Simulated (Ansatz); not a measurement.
In LDA in the plane-wave PAW code Ansatz, Ge$_{3}$N$_{4}$ in the cubic phase (Fd-3m; Ge on 16c, Ge on 8b, N on 32e) relaxes to a = 8.165 Å. Ge on 16c has 6 nearest neighbours from 1.98 Å (octahedral); Ge on 8b has 4 nearest neighbours from 1.88 Å (tetrahedral). Its formation energy from the elements is -0.26 eV/atom, with no fitted shifts.

It is gapped at this level: 2.15 eV (smallest direct gap 2.17 eV). The valence maximum lies on the K–Γ line, 25 % of the way from K and the conduction minimum at Γ. The hole mass is 0.39, 2.5, 3.2 mₑ (principal values).

An equation-of-state fit gives a bulk modulus of 248 GPa. The relaxed-ion elastic constants in GPa are C11 = 403, C12 = 171, C44 = 235. The elastic constants imply a Debye temperature near 794 K. The phonon dispersion is stable (no imaginary branch). Without the LO–TO term the highest mode at Γ lies at 847 cm⁻¹.

The cell was relaxed with LDA under the symmetry of its start. The references are the lowest solids computed at this level, not always the standard phases (solids in place of the gases). Scalar-relativistic: spin–orbit coupling is off unless named, which matters more the heavier the elements.

Potentials: the later of the program's two PAW sets.
